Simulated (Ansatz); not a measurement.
TaN (rock salt)

```
CELL_PARAMETERS angstrom
      0.00000     2.20805     2.20805
      2.20805     0.00000     2.20805
      2.20805     2.20805     0.00000
ATOMIC_POSITIONS crystal
  N  0.00000 0.00000 0.00000
  Ta 0.50000 0.50000 0.50000
```

In each cell atom 2 (Ta, nearest neighbour N at 2.208 Å; its periodic images, 3.1 Å or more away, move with it) moves by s·(0.707, 0.707, 0.000) (along Cartesian [110]), the rest being held.

Method: PBE (plane waves to 420 eV, PAW, scalar-relativistic; Ansatz, a quantum-chemistry and plane-wave program). k mesh 15×15×15 (Γ-centred), Fermi-Dirac smearing 0.05 eV. With partly filled bands, energies and forces of such displacements shift with the k mesh and the smearing. F∥ is the force on the atom along that direction. Spin-orbit coupling is left out, though Ta is heavy. TaN is run without spin polarisation. TaN was relaxed with its symmetry unable to fall. The PAW data are Ansatz's earlier set. This is a high-temperature form of TaN. 

| s (Å) | F∥ (eV/Å) |
|---|---|
| -0.440 | 4.755 |
| -0.352 | 3.507 |
| -0.264 | 2.477 |
| -0.176 | 1.503 |
| -0.088 | 0.670 |
| 0.000 | 0.000 |
| 0.088 | -0.670 |
| 0.176 | -1.503 |
| 0.264 | -2.477 |
| 0.352 | -3.507 |
| 0.440 | -4.755 |

Question: What is the force constant k = d²E/ds² of this move at s = 0?

Answer: 7.30 eV/Å². The forces along the line at the two nearest points give (0.670 − (-0.670)) / (2·0.088) = 7.61 eV/Å²; the next pair corrects for the finite step.

Question: With two atoms in the cell this is the zone-centre optical mode. What wavenumber follows?

Answer: 391 cm⁻¹. Reduced mass μ = 13.00 u; ν̃ = 521.5·√(k/μ) with k = 7.30 eV/Å².

(A displaced cell: forces are minus the slopes of the energy, force constants its curvatures, and phonons follow from these.)
